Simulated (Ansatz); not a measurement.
Relaxed-ion elastic tensor of LiH (rock salt, Fm-3m) in GPa (Voigt order), plane-wave PAW PBEsol (Ansatz code); density 0.84 g/cm³, 7.89 Å³ per atom.

```tsv
	1	2	3	4	5	6
1	90.2	10.4	10.4	0.0	0.0	0.0
2	10.4	90.2	10.4	0.0	0.0	0.0
3	10.4	10.4	90.2	0.0	0.0	0.0
4	0.0	0.0	0.0	48.4	0.0	0.0
5	0.0	0.0	0.0	0.0	48.4	0.0
6	0.0	0.0	0.0	0.0	0.0	48.4
```

Is the crystal mechanically stable?

Yes: the smallest eigenvalue of C is 48.4 GPa.

Work out the Voigt, Reuss and Hill averages.

K_V = 37.0, K_R = 37.0, K_H = 37.0; G_V = 45.0, G_R = 44.6, G_H = 44.8 GPa.

Give Young's modulus, Poisson's ratio, Pugh's ratio and the universal anisotropy index.

E = 9KG/(3K + G) = 95.7 GPa; ν = 0.07; K/G = 0.83 (brittle by the Pugh limit of 1.75); A_U = 5G_V/G_R + K_V/K_R − 6 = 0.04.

Estimate the sound speeds and the Debye temperature.

v_l = √((K + 4G/3)/ρ) = 10700 m/s, v_t = √(G/ρ) = 7310 m/s, mean 7970 m/s; Θ = (h/k)(3n/4πV)^(1/3) v_m = 1190 K.

Give the Zener ratio and Young's modulus along [100], [110] and [111].

A = 2C44/(C11 − C12) = 1.21; 1/E = S11 − 2(S11 − S12 − S44/2)Γ with Γ = 0, 1/4, 1/3 gives 88.0, 97.5, 101 GPa.

Solve the Christoffel equation for the three sound speeds along [100], [110], [111].

Eigenvalues of C_ijkl n_j n_l equal ρv². In km/s, slowest first: [100] 7.60, 7.60, 10.38; [110] 6.90, 7.60, 10.86; [111] 7.14, 7.14, 11.01.

Symmetry was held in the PBEsol relaxation.

Potentials: the later of the program's two PAW sets.
